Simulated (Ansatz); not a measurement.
## SiO2: ¹⁷O NMR of the central transition

Cell: a COD entry whose atoms were relaxed with PBE, the cell held.

Space group P4_12_12 (No. 92); a = 4.9790, c = 6.9500 Å.

| site | Wyckoff | site symmetry | x | y | z |
| --- | --- | --- | --- | --- | --- |
| Si | 4a | ..2 | 0.3044 | 0.3044 | 0.0000 |
| O | 8b | 1 | 0.2371 | 0.1148 | 0.1843 |

One atom of each set is listed.

All values are calculated (Ansatz; DFT, PBE, plane waves and PAW (field gradients read without the response of the frozen cores, which leaves them typically 4 to 6 % off), scalar-relativistic, 420 eV cutoff, Γ-centred 5×5×4 k-points, Fermi–Dirac smearing 0.02 eV), not measured.

¹⁷O has I = 5/2 and Q = -25.58 mb (Pyykkö 2018); at 7.05 T its Larmor frequency is ν₀ = 40.7 MHz. Only the quadrupole interaction is simulated: positions count from each site's isotropic chemical shift, and J coupling is left out, as are shift anisotropy and dipolar coupling, which fast spinning averages.

Simulated pattern of one O site (fast magic-angle spinning, Gaussian broadening 0.4 kHz):

(offset (kHz), height): (-14.22, 0), (-13.86, 0), (-13.51, 4), (-13.16, 7), (-12.81, 7), (-12.46, 7), (-12.10, 7), (-11.75, 7), (-11.40, 8), (-11.05, 8), (-10.69, 8), (-10.34, 8), (-9.99, 8), (-9.64, 9), (-9.28, 21), (-8.93, 44), (-8.58, 55), (-8.23, 73), (-7.87, 90), (-7.52, 72), (-7.17, 61), (-6.82, 56), (-6.47, 53), (-6.11, 52), (-5.76, 51), (-5.41, 51), (-5.06, 52), (-4.70, 53), (-4.35, 55), (-4.00, 58), (-3.65, 63), (-3.29, 73), (-2.94, 94), (-2.59, 100), (-2.24, 78), (-1.88, 66), (-1.53, 54), (-1.18, 19), (-0.83, 1), (-0.47, 0)

**Question.** Which |C_Q| and η does the pattern imply?

**Answer.** The pattern spans 12.3 kHz before broadening and its centre of gravity is at -5.46 kHz, which fixes P_Q; the places of the horns and steps fix η. That gives P_Q = 6.09 MHz, |C_Q| = 6.05 MHz and η = 0.19. The sign of C_Q can't be read from the pattern.

At O V_zz runs parallel to the line that joins its two neighbours (within 1°).

Hardware: 1 thread of Arm Neoverse V2 (aarch64; 8 cores open to the job, memory cap 2.5 GiB, no GPU), a shared host with a load of 0.4 a core. Wall time 14 s, CPU time 14 s, peak memory 0.39 GiB.
